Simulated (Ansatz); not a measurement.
Band table of Li (bcc type)

```xyz
1
Lattice="-1.6816 1.6816 1.6816 1.6816 -1.6816 1.6816 1.6816 1.6816 -1.6816" Properties=species:S:1:pos:R:3 pbc="T T T"
Li    0.0000    0.0000    0.0000
```

The base cell comes from a relaxation on PAW files under the same functional.

Level of theory: DFT with LDA, scalar-relativistic, in Ansatz 0.2.0; a Γ-centred 16×16×16 k mesh, Fermi–Dirac smearing of 0.08 eV, no spin polarisation. LAPW: all electrons, basis error target 1 meV/atom.

Path points, in fractions of the reciprocal vectors: Γ (0.000, 0.000, 0.000), H (0.500, -0.500, 0.500), N (0.000, 0.000, 0.500), P (0.250, 0.250, 0.250). The distance column jumps between branches of the path. Levels in eV from the Fermi level; bands 2 to 4, counted from the lowest band of the run. The gap is zero, the pressure 0.01 GPa.

```
# k(1/Å) point b2 b3 b4
0.000 Γ -3.58 15.02 15.02
0.267 - -3.39 14.00 14.00
0.534 - -2.80 11.86 11.86
0.801 - -1.80 9.73 9.73
1.068 - -0.37 7.98 7.98
1.334 - 1.50 6.70 6.70
1.601 - 3.79 5.92 5.92
1.868 H 5.67 5.67 5.67
2.057 - 4.78 5.33 5.79
2.246 - 3.47 4.75 6.18
2.434 - 2.32 4.25 6.83
2.623 - 1.41 3.89 7.71
2.812 - 0.75 3.66 8.80
3.000 - 0.35 3.54 9.98
3.189 N 0.22 3.51 10.65
3.378 - -0.29 4.26 10.78
3.567 - -1.19 5.89 11.15
3.755 - -2.03 7.93 11.75
3.944 - -2.71 10.20 12.58
4.133 - -3.19 12.53 13.56
4.321 - -3.48 14.37 14.53
4.510 Γ -3.58 15.02 15.02
4.741 - -3.43 14.12 14.48
4.972 - -3.00 12.59 12.59
5.204 - -2.27 10.22 10.22
5.435 - -1.24 8.01 8.01
5.666 - 0.08 6.13 6.13
5.897 - 1.68 4.61 4.61
6.128 P 3.49 3.49 3.49
6.359 - 2.75 2.75 5.26
6.590 - 2.41 2.41 6.35
6.821 - 2.47 2.47 6.55
7.053 - 2.92 2.92 6.34
7.284 - 3.74 3.74 6.02
7.515 - 4.85 4.85 5.76
7.746 H 5.67 5.67 5.67
9.364 P 3.49 3.49 3.49
9.497 - 2.62 3.49 4.48
9.631 - 1.89 3.49 5.61
9.764 - 1.29 3.50 6.86
9.898 - 0.82 3.50 8.23
10.031 - 0.49 3.50 9.70
10.164 - 0.28 3.51 10.53
10.298 N 0.22 3.51 10.65
```
